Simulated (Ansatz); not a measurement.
ZrS2:
```
CELL_PARAMETERS angstrom
      3.68446     0.00000     0.00000
     -1.84223     3.19083     0.00000
      0.00000     0.00000    32.00000
ATOMIC_POSITIONS crystal
  S  0.66667 0.33333 0.54491
  Zr 0.00000 0.00000 0.50000
  S  0.33333 0.66667 0.45509
```
The layer is periodic in x and y and isolated along z.

Relaxed with r²SCAN+D4. 

### Question
HSE06 on this cell (Ansatz, a quantum-chemistry and plane-wave program, PAW) gives a gap of 2.05 eV. What does r²SCAN+D4 give?

### Answer
1.57 eV.

Cost on shared cores: the r²SCAN+D4 run (SCF on a 12×12×1 mesh, then bands and DOS) roughly 2.1 core-minutes, the HSE06 run (SCF on 9×9×1, then a few points) roughly 16 core-minutes; the tasks are unlike.

Space group P-3m1 (1T). A layer that has been made, often on a substrate. Symmetry was held in the r²SCAN+D4 relaxation; its stability against distortions is not shown here. The run is not spin-polarised. Spin–orbit coupling is left out wherever it is not named.

Potentials: the later of the program's two PAW sets.

Ansatz is a plane-wave DFT program.
